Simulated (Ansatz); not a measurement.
TaAg:
```
CELL_PARAMETERS angstrom
      2.82487     0.00000     0.00000
      0.00000     2.82487     0.00000
      0.00000     0.00000     4.33091
ATOMIC_POSITIONS crystal
  Ag 0.00000 0.00000 0.00000
  Ta 0.50000 0.50000 0.50000
```

Relaxed with r²SCAN. Special points in fractions of this cell's reciprocal vectors: Γ (0.000, 0.000, 0.000); X (0.000, 0.500, 0.000); M (0.500, 0.500, 0.000); Z (0.000, 0.000, 0.500); R (0.000, 0.500, 0.500); A (0.500, 0.500, 0.500).

Q: List the band energies nearest the Fermi level at these points for plane-wave PAW r²SCAN with spin–orbit coupling (Ansatz code).

A: In eV from the Fermi level; about four levels below and three above (degenerate sets whole), none deeper than 8.9 eV; points with the same levels are listed once.

```
k                    below                above
-  -----------------------  -------------------
Γ  -2.17 -2.17 -1.45 -1.45  0.85 0.85 3.73 3.73
X  -1.41 -1.41 -0.45 -0.45  2.28 2.28 3.87 3.87
M  -3.42 -3.42 -1.72 -1.72  1.26 1.26 1.43 1.43
Z  -2.53 -2.53 -0.14 -0.14  2.75 2.75 3.03 3.03
R  -1.69 -1.69 -0.77 -0.77  0.14 0.14 2.79 2.79
A  -2.01 -2.01 -1.97 -1.97  2.28 2.28 6.44 6.44
```

Space group P4/mmm (L1₀ or tetragonal B2). The start of the workflow was typed in or built on a structure type; neither database checked (COD, Materials Project) lists it. Whether it is the stable phase at ambient conditions was not checked. The r²SCAN relaxation kept the symmetry of its start; its stability against distortions is not shown here. The run is not spin-polarised. Its formation energy is positive at this level, so the cell may be metastable or incomplete.

Potentials: the earlier of the program's two PAW sets. The files were generated under PBE; for other functionals the program regenerates the frozen cores, and for LDA and PBEsol the local potential too.
